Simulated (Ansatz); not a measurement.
Relaxed B (space group R-3m):

```xyz
12
Lattice="2.4205 1.3975 4.1314 -2.4205 1.3975 4.1314 0.0000 -2.7949 4.1314" Properties=species:S:1:pos:R:3 pbc="T T T"
B     -1.5584     0.8998     2.7897
B      1.5584    -0.8998     9.6045
B      0.0000    -1.7995     2.7897
B      0.0000     1.7995     9.6045
B      1.5584     0.8998     2.7897
B     -1.5584    -0.8998     9.6045
B     -0.9888     0.5709     4.4327
B      0.9888    -0.5709     7.9614
B      0.0000    -1.1418     4.4327
B      0.0000     1.1418     7.9614
B      0.9888     0.5709     4.4327
B     -0.9888    -0.5709     7.9614
```

A phonon eigenvector at Γ is frozen into this cell: atom i moves by Q times the vector below, so Q is the largest atomic displacement, in Å. The cell is held.

```tsv
atom	x	y	z
B1	-0.500	-0.866	0.000
B2	0.500	0.866	0.000
B3	1.000	0.000	0.000
B4	-1.000	0.000	0.000
B5	-0.500	0.866	0.000
B6	0.500	-0.866	0.000
B7	0.250	0.433	0.000
B8	-0.250	-0.433	0.000
B9	-0.500	0.000	0.000
B10	0.500	0.000	0.000
B11	0.250	-0.433	0.000
B12	-0.250	0.433	0.000
```

Calculation: LDA (plane waves to 420 eV, PAW, scalar-relativistic; Ansatz, an electronic-structure program). k mesh 7×7×7 (Γ-centred), Fermi-Dirac smearing 0.05 eV. The energy includes the smearing's −TS. B was relaxed with its symmetry unable to fall. The zero of ΔE is the undisplaced structure.

```
Q (Å)   ΔE (meV/cell)
------  -------------
-0.180           2698
-0.120           1190
-0.060            296
0.000               0
0.060             296
0.120            1190
0.180            2698
```

Problem. Which DFPT wavenumber at Γ belongs to this mode?
(A) 742 cm⁻¹
(B) 898 cm⁻¹
(C) 500 cm⁻¹
(D) 1142 cm⁻¹

Solution. A, 742 cm⁻¹. The curvature of the scan gives 742 cm⁻¹

(For displaced atoms, the force is minus the slope of the energy, and its curvature is a force constant, which sets phonon frequencies.)
